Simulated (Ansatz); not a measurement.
ScSi:
```cif
data_Sc4Si4
_chemical_formula_sum 'Sc4 Si4'
_space_group_name_H-M_alt 'Cmcm'
_space_group_IT_number 63
_space_group_name_Hall '-C 2c 2'
_cell_length_a 3.99407
_cell_length_b 9.89304
_cell_length_c 3.66074
_cell_angle_alpha 90.000
_cell_angle_beta 90.000
_cell_angle_gamma 90.000
loop_
_space_group_symop_operation_xyz
  'x, y, z'
  '-x, -y, -z'
  '-x, -y, z+1/2'
  'x, y, -z+1/2'
  'x, -y, -z'
  '-x, y, z'
  '-x, y, -z+1/2'
  'x, -y, z+1/2'
  'x+1/2, y+1/2, z'
  '-x+1/2, -y+1/2, -z'
  '-x+1/2, -y+1/2, z+1/2'
  'x+1/2, y+1/2, -z+1/2'
  'x+1/2, -y+1/2, -z'
  '-x+1/2, y+1/2, z'
  '-x+1/2, y+1/2, -z+1/2'
  'x+1/2, -y+1/2, z+1/2'
loop_
_atom_site_label
_atom_site_type_symbol
_atom_site_symmetry_multiplicity
_atom_site_Wyckoff_symbol
_atom_site_fract_x
_atom_site_fract_y
_atom_site_fract_z
_atom_site_occupancy
Sc1 Sc 4 c 0.00000 0.13911 0.75000 1
Si1 Si 4 c 0.00000 0.58081 0.25000 1
```
(The calculation used a cell of 4 atoms; values per cell refer to that cell.)

Relaxed at zero pressure with r²SCAN (plane waves, PAW; program Ansatz).

Q: The volume is raised by 9 % and shape and atoms relax at that volume. What pressure results, and how do the axes share the change?

A: -7.7 GPa; a 3.2 %, b 2.9 %, c 2.7 %; the energy rises by 42 meV/atom.

Q: Give the new structure.

A: 
Space group Cmcm (No. 63); a = 4.1201 Å, b = 10.1771 Å, c = 3.7602 Å, α = β = γ = 90.00°

| atom | site | symmetry | x | y | z |
|---|---|---|---|---|---|
| Sc | 4c | m2m | 0.0000 | 0.1380 | 0.7500 |
| Si | 4c | m2m | 0.0000 | 0.5804 | 0.2500 |

The phase is kept; no other phase was compared at this pressure.

The workflow started from a Materials Project entry (that database holds measured and hypothetical structures alike); the Crystallography Open Database copy checked does not list it. Its standing as an ambient phase is unchecked. The r²SCAN relaxation kept the symmetry of its start; of distortions, only those at the zone centre were tested. The run is not spin-polarised.

Potentials: the later of the program's two PAW sets.
